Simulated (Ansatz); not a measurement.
KF (rock salt) is sheared across one {100} plane: the third cell vector gains the shift, so faults repeat every 8.1 Å. The cut lies between planes 2.71 Å apart; the cell height is held.

```
KF
1.0
    3.83307     0.00000     0.00000
    0.00000     3.83307     0.00000
    1.91653     1.91653     8.13116
F K
3 3
Direct
  0.00000   0.00000   0.83333
  0.33333   0.33333   0.16667
  0.66667   0.66667   0.50000
  0.50000   0.50000   0.83333
  0.83333   0.83333   0.16667
  0.16667   0.16667   0.50000
```

In-plane vectors a = (3.833, 0.000) Å, b = (0.000, 3.833) Å, area 14.69 Å². The shift is s times the vector a (length 3.833 Å), so s = 1 restores the start. The shift is rigid: no atom relaxes. γ = [E(shift) − E(0)] / area.

Calculation: PBE (plane waves to 420 eV, PAW, scalar-relativistic; Ansatz, an electronic-structure program). k mesh 8×8×8 (Γ-centred), Fermi-Dirac smearing 0.05 eV. Energies are extrapolated to zero smearing. Faults lie only 8.1 Å apart, and holding the cell height and the atoms raises γ above its relaxed value. KF was relaxed with its symmetry unable to fall. The zero of γ is zero shift.

```tsv
s	γ (mJ/m²)
0.000	0
0.083	25
0.167	95
0.250	withheld
0.333	306
0.417	389
0.500	420
0.583	389
0.667	306
0.750	withheld
0.833	95
0.917	25
```

Question: Fit a Fourier form (three harmonics of 1 − cos and sin) to the given rows and predict γ at s = 0.750.

Answer: Least squares on the 10 given rows: γ = (210.3)·[1 − cos(2πs)] + (-6.3)·[1 − cos(4πs)], in mJ/m²; root-mean-square residual 0.4 mJ/m². At 0.750 the fit gives 198 mJ/m²; the calculation gives 197 mJ/m², so the interpolation is off by 1 (+0.5 %). 

(The slope of γ gives the shear force per area between the displaced halves; near zero shift its curvature is an elastic stiffness.)
